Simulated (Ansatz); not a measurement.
Cl (dhcp (α-La type), P6_3/mmc) under volume change, DFT-PBE in the program Ansatz with PAW potentials, shape and atoms relaxed at each volume.

| V (Å³/atom) | E − E(relaxed) (meV/atom) | P (GPa) |
|---|---|---|
| 21.155 | 19.0 | 3.15 |
| 21.852 | 8.1 | 1.93 |
| 22.550 | 2.0 | 0.91 |
| 23.247 | 0.0 | 0.00 |
| 23.944 | 1.7 | -0.78 |
| 24.642 | 6.6 | -1.45 |
| 25.339 | 14.2 | -2.02 |

Question: What does a third-order Birch–Murnaghan fit give for V₀, B₀ and B′?

Answer: V₀ = 23.25 Å³/atom, B₀ = 27.8 GPa, B′ = 3.9.

The cell is a constructed one: a structure type filled with these elements; neither database checked (COD, Materials Project) lists it. It is not the usual solid phase (space group No. 64). Symmetry was held in the PBE relaxation; whether a distortion lowers the energy is not shown. The substance is a gas or liquid at ambient conditions. A crystal of weakly bound molecules computed without a dispersion correction: the cell and the soft elastic constants depend strongly on that.

Potentials: the later of the program's two PAW sets.
